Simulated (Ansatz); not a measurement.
## A run on WS2 with Ta replacing W

```yaml
crystal:
  lattice:
    - [6.36, 0.0, 0.0]
    - [-4.77, 8.261882352, 0.0]
    - [0.0, 0.0, 12.5]
  atoms:
    - { symbol: Ta, position: [0.1666666666, 0.2222222222, 0.25] }
    - { symbol: W, position: [0.1666666666, 0.5555555556, 0.25] }
    - { symbol: W, position: [0.1666666666, 0.8888888889, 0.25] }
    - { symbol: W, position: [0.6666666666, 0.2222222222, 0.25] }
    - { symbol: W, position: [0.6666666666, 0.5555555556, 0.25] }
    - { symbol: W, position: [0.6666666666, 0.8888888889, 0.25] }
    - { symbol: W, position: [0.3333333334, 0.1111111111, 0.75] }
    - { symbol: W, position: [0.3333333334, 0.4444444444, 0.75] }
    - { symbol: W, position: [0.3333333334, 0.7777777778, 0.75] }
    - { symbol: W, position: [0.8333333334, 0.1111111111, 0.75] }
    - { symbol: W, position: [0.8333333334, 0.4444444444, 0.75] }
    - { symbol: W, position: [0.8333333334, 0.7777777778, 0.75] }
    - { symbol: S, position: [0.1666666666, 0.2222222222, 0.625] }
    - { symbol: S, position: [0.1666666666, 0.5555555556, 0.625] }
    - { symbol: S, position: [0.1666666666, 0.8888888889, 0.625] }
    - { symbol: S, position: [0.6666666666, 0.2222222222, 0.625] }
    - { symbol: S, position: [0.6666666666, 0.5555555556, 0.625] }
    - { symbol: S, position: [0.6666666666, 0.8888888889, 0.625] }
    - { symbol: S, position: [0.3333333334, 0.1111111111, 0.125] }
    - { symbol: S, position: [0.3333333334, 0.4444444444, 0.125] }
    - { symbol: S, position: [0.3333333334, 0.7777777778, 0.125] }
    - { symbol: S, position: [0.8333333334, 0.1111111111, 0.125] }
    - { symbol: S, position: [0.8333333334, 0.4444444444, 0.125] }
    - { symbol: S, position: [0.8333333334, 0.7777777778, 0.125] }
    - { symbol: S, position: [0.1666666666, 0.2222222222, 0.875] }
    - { symbol: S, position: [0.1666666666, 0.5555555556, 0.875] }
    - { symbol: S, position: [0.1666666666, 0.8888888889, 0.875] }
    - { symbol: S, position: [0.6666666666, 0.2222222222, 0.875] }
    - { symbol: S, position: [0.6666666666, 0.5555555556, 0.875] }
    - { symbol: S, position: [0.6666666666, 0.8888888889, 0.875] }
    - { symbol: S, position: [0.3333333334, 0.1111111111, 0.375] }
    - { symbol: S, position: [0.3333333334, 0.4444444444, 0.375] }
    - { symbol: S, position: [0.3333333334, 0.7777777778, 0.375] }
    - { symbol: S, position: [0.8333333334, 0.1111111111, 0.375] }
    - { symbol: S, position: [0.8333333334, 0.4444444444, 0.375] }
    - { symbol: S, position: [0.8333333334, 0.7777777778, 0.375] }
total_charge: 1
kpoints:
  mp_grid: { grid: [4, 3, 2] }
scf:
  occupations: { method: fermi_dirac, width: 0.01 }
  max_iter: 80
hamiltonian:
  xc: pbe
  pseudopotentials: { kind: paw }
output:
  forces: true
  stress: true
  populations: true
  efg:
    quadrupole_moments_barn: { Ta: 3.17, S: -0.0694 }
    contact_densities: true
accuracy: [1, 2]
```

```sh
ansatz run input.yaml --threads 4 --pin off --max-ram 8192MiB --backend cpu --events-out ev --progress --plain --runs-dir out
```

Question: What happens when this input is run?

Answer: The program refused the input. The input holds a value of the wrong type. The program says:

```
Error: YAML parse error: error: line 59 column 11: expected string scalar
  --> <input>:59:11
   |
57 |     quadrupole_moments_barn: { Ta: 3.17, S: -0.0694 }
58 |     contact_densities: true
59 | accuracy: [1, 2]
   |           ^ expected string scalar
```

Against a sound input the change was `accuracy`: not typed → [1, 2]; `scf.max_iter`: not typed → 80.

With the sound settings the run converges and gives V_zz (10²¹ V/m²) Ta -18.16 (η 0.03), W2 -15.50 (η 0.33), W3 -15.71 (η 0.26), W4 -14.65 (η 0.58), W5 -15.56 (η 0.27), W6 -15.65 (η 0.25), among others; a site carries the number of its first atom in the input. The run isn't spin-polarised, and a state with spin may lie lower. The defect repeats with the cell of 36 atoms, so it feels its images: sites between two images don't show the values beside a lone defect, and zeros or small values of η there can come from the images' arrangement. S and W carry a gradient in the pure host already, so the values there aren't the defect's effect alone. A uniform background compensates the cell's charge. The defect cell has no gap above 0.1 eV on its mesh, so the values can hang on the smearing and the k-mesh. Without spin–orbit coupling the gradients at and beside Ta and W can be off by some per cent, at some sites by more. With these PAW files V_zz is typically within 2 to 3 % of all-electron values, but misses above 10 % occur on Ta. The neighbours have not yet relaxed around the defect (largest force 0.55 eV/Å), so a real crystal will differ.
